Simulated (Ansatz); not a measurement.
Relaxed La2O3 (A-La2O3 type, space group P-3m1):

```xyz
5
Lattice="3.9353 0.0000 0.0000 -1.9676 3.4080 0.0000 0.0000 0.0000 6.1263" Properties=species:S:1:pos:R:3 pbc="T T T"
La     0.0000     2.2720     1.5079
La     1.9676     1.1360     4.6184
O      0.0000     0.0000     0.0000
O      0.0000     2.2720     3.9583
O      1.9676     1.1360     2.1680
```

The numbers are results of r2SCAN (plane waves to 500 eV, PAW, scalar-relativistic; Ansatz, an electronic-structure program), not measurements. k mesh 8×8×5 (Γ-centred), Fermi-Dirac smearing 0.05 eV. La2O3 is run without spin polarisation. La2O3 was relaxed with its symmetry unable to fall.

One atom of the cell was then moved (with its periodic images), all else fixed, and the forces (eV/Å) came out as:

```tsv
atom	Fx	Fy	Fz
La1	-1.430	0.217	-2.739
La2	0.155	-0.025	1.698
O3	-0.018	0.017	-0.200
O4	0.130	0.003	0.337
O5	1.164	-0.211	0.903
```

Task: Which atom was moved, and by which vector (Å)?

Result: La1, by (0.18, 0.00, 0.18), 0.25 Å in all.

(A displaced cell: forces are minus the slopes of the energy, force constants its curvatures, and phonons follow from these.)
